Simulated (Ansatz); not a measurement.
Rough cost of magnetic runs on MnIr (P4/mmm) in Ansatz 0.2.0, 1 thread of Arm Neoverse V1, on a shared host.

```
Mn Ir
1.0
     2.72590    0.00000    0.00000
     0.00000    2.72590    0.00000
     0.00000    0.00000    3.64300
Mn Ir
1 1
Direct
  0.50000 0.50000 0.50000
  0.00000 0.00000 0.00000
```

```json
{"run": "LAPW: volume scaled by 0.9, no spin polarisation", "functional, mesh": "PBEsol, 14×14×11", "k points solved": "216", "bands": "34", "iterations": "12", "wall time (s)": "70", "peak memory (GiB)": "0.8"}
{"run": "PAW: free moments from the typed start", "functional, mesh": "PBEsol, 14×14×11", "k points solved": "216", "bands": "22", "iterations": "40", "wall time (s)": "150", "peak memory (GiB)": "0.91"}
{"run": "PAW: volume scaled by 0.95, no spin polarisation", "functional, mesh": "PBEsol, 14×14×11", "k points solved": "216", "bands": "20", "iterations": "7", "wall time (s)": "6.3", "peak memory (GiB)": "0.37"}
{"run": "PAW: volume scaled by 1.1, start moments a quarter as large", "functional, mesh": "PBEsol, 14×14×11", "k points solved": "216", "bands": "21", "iterations": "40", "wall time (s)": "66", "peak memory (GiB)": "0.47"}
{"run": "PAW: volume scaled by 0.72, no spin polarisation", "functional, mesh": "PBEsol, 14×14×11", "k points solved": "216", "bands": "20", "iterations": "7", "wall time (s)": "5", "peak memory (GiB)": "0.36"}
{"run": "PAW: no spin polarisation", "functional, mesh": "PBEsol, 14×14×11", "k points solved": "216", "bands": "20", "iterations": "7", "wall time (s)": "6.5", "peak memory (GiB)": "0.38"}
{"run": "LAPW: volume scaled by 1.1", "functional, mesh": "PBEsol, 14×14×11", "k points solved": "216", "bands": "36", "iterations": "20", "wall time (s)": "250", "peak memory (GiB)": "1.2"}
{"run": "PAW: volume scaled by 1.18", "functional, mesh": "PBEsol, 14×14×11", "k points solved": "216", "bands": "22", "iterations": "11", "wall time (s)": "21", "peak memory (GiB)": "0.46"}
{"run": "AE-PAW: volume scaled by 0.9", "functional, mesh": "PBEsol, 14×14×11", "k points solved": "216", "bands": "22", "iterations": "26", "wall time (s)": "89", "peak memory (GiB)": "1"}
```

Q: Roughly how much dearer is an iteration by LAPW than by PAW among the runs with the first row's mesh and spin treatment (none)?

A: About 6 times (medians of wall time over iterations; times from a shared host are rough).
